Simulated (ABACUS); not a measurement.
ABACUS run on AgNO3 (R3m, 5 atoms in the cell; from Materials Project mp-8196, lattice scaled a little): self-consistent single point.

All values come from this method and carry its errors: LDA (PW92), PseudoDojo 0.4 standard norm-conserving LDA (tails mended) pseudopotentials (plane waves; ABACUS).

```
AgNO3
1.0
    2.59870     1.50036     2.88738
   -2.59870     1.50036     2.88738
    0.00000    -3.00072     2.88738
Ag N O
1 1 3
Cartesian
  0.00000   0.00000   8.64517
  0.00000   0.00000   4.97303
  0.00000  -1.27412   4.99295
  1.10342   0.63706   4.99295
 -1.10342   0.63706   4.99295
```

Reference input (self-consistent single point, DFT, LDA (PW92), plane waves, PseudoDojo 0.4 standard norm-conserving LDA (tails mended) pseudopotentials): KPT = Gamma 6 6 6 0 0 0; basis_type = pw; dft_functional = PWLDA; ecutwfc = 86 Ry; smearing_method = gaussian; smearing_sigma = 0.00146997 Ry; potentials = PseudoDojo 0.4 standard norm-conserving LDA (tails mended); symmetry = 1; symmetry_prec = 1e-05; ks_solver = cg; scf_nmax = 100; scf_thr = 1.0e-09 Ry. This run's input differs from it in these lines:

```diff
@@ -6,3 +6,3 @@
 dft_functional       PWLDA
-ecutwfc              86.0
+ecutwfc              34.4
 symmetry             1
```

Log, with long lists cut:

```
 SELF-CONSISTENT
 -------------------------------------------
                                 init_chg = atomic

 PW ALGORITHM --------------- ION=   1  ELEC=   1--------------------------------

 Density error is 0.680220197739
                          Error Threshold = 0.01
 E_KohnSham     -426.4856815272      -5802.6353841830
 E_Fermi        0.4462595847         6.0716731392

 PW ALGORITHM --------------- ION=   1  ELEC=   2--------------------------------

 Density error is 0.0669014823256
                          Error Threshold = 0.00161957189938
 E_KohnSham     -426.5829433942      -5803.9586997725
   [... lines left out ...]

 Density error is 1.46422938664e-09
                          Error Threshold = 7.0383607493e-11
 E_KohnSham     -426.5865087705      -5804.0072092064
 E_Fermi        0.3728683337         5.0731339426

 PW ALGORITHM --------------- ION=   1  ELEC=  14--------------------------------

 Density error is 1.27738071493e-11
                          Error Threshold = 3.48626044439e-12
 E_KohnSham     -426.5865087711      -5804.0072092143
 E_KS(sigma->0) -426.5865087711      -5804.0072092143
 E_entropy(-TS) -0.0000000000        -0.0000000000
 E_Fermi        0.3728713092         5.0731744259
 charge density convergence is achieved
 final etot is -5804.0072092 eV
 EFERMI = 5.0731744259 eV

 STATE ENERGY(eV) AND OCCUPATIONS    NSPIN == 1
   [... 28 lines left out ...]

 TOTAL-FORCE (eV/Angstrom)
                       Ag1         0.0000000000         0.0000000000         0.0106427475
                        N1         0.0000000000         0.0000000000         0.0240139063
                        O1         0.0000000000         1.8679229858        -0.0115522179
                        O2        -1.6176689855        -0.9339614949        -0.0115522179
                        O3         1.6176689855        -0.9339614949        -0.0115522179

 TOTAL-STRESS (KBAR)
     -2492.3796280147        -0.0000000000         0.0000000000
        -0.0000000000     -2492.3803254043         0.0002877284
         0.0000000000         0.0002877284     -2497.1387805096
 TOTAL-PRESSURE: -2493.966245 KBAR

 --------------------------------------------
 !FINAL_ETOT_IS -5804.0072092143282134 eV
 --------------------------------------------
```

The run converged in 14 iterations. Against the reference run the free energy rises by 7.39 eV/atom, the pressure goes from -9.90 to -249.4 GPa, the largest force goes from 1.118 to 1.868 eV/Å and the gap on the mesh goes from 1.530 to 1.557 eV.

Forces above 1 eV/Å remain at this geometry. This run is one point of a test of settings, so its values need not be converged; read them against the reference run alone. The structure comes from a collection of computed structures, made at another level of theory; the collection holds predicted forms beside known ones. Its lattice was then scaled.

Cost on one core: about 30 core-seconds (a rough figure).

At a cut-down plane-wave cutoff the stress holds a Pulay term: a spurious tension from the incomplete basis, which lowers the pressure; energies, forces and gaps of such rows are unconverged too.

“Tails mended”: in these copies of the files the far tail of each local potential was reset to the Coulomb form.
